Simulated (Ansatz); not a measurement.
The elements of this relaxed trial crystal are hidden behind letters.

```
lattice vectors (Å)
   4.6510    0.0000    0.0000
   0.0000    4.6510    0.0000
   0.0000    0.0000    4.2083
fractional positions
X 0.5000 0.0000 0.0000
X 0.0000 0.5000 0.0000
Z 0.0000 0.0000 0.0000
Q 0.5000 0.5000 0.5000
```

These are results of DFT PBE, scalar-relativistic, plane waves, PAW (Ansatz 0.2.0), not measurements. The final run on the 4-atom cell used 420 eV, a Γ-centred 10×10×12 mesh, 0.10 eV smearing and no spin polarisation.

- Space group: P4/mmm (No. 123)
- Conventional cell: a = 4.651 Å, c = 4.208 Å
- Volume per atom: 22.76 Å³
- Density: 7.34 g/cm³
- Energy over the elements: +0.06 eV/atom
- Gap on the 10×10×12 mesh of the 4-atom cell: 0 eV (a metal)

Energies are uncorrected and count from the elements' standard states at the same level.

Task: X is a d-block element of period 5, Z is a p-block element of period 2 and Q is a p-block element of period 6. Which elements are they?

Result: X = Zr, Z = B, Q = Bi, so the formula is Zr2BiB. Density times volume gives a mean mass of 7.34 × 22.76/1.6605 = 100.6 u per atom, and this set has 100.6 u. Zr is surrounded by 2 B at 2.33 Å, 4 Bi at 3.14 Å and 4 Zr at 3.29 Å; around B lie 4 Zr at 2.33 Å; Bi has 8 Zr at 3.14 Å. Other sets within the hints have nearly the same mass, so mass alone doesn't settle it; this one was computed.

Spin–orbit coupling, which can matter for Bi, is left out. Symmetry constrained the relaxation, so the result can be a saddle point.
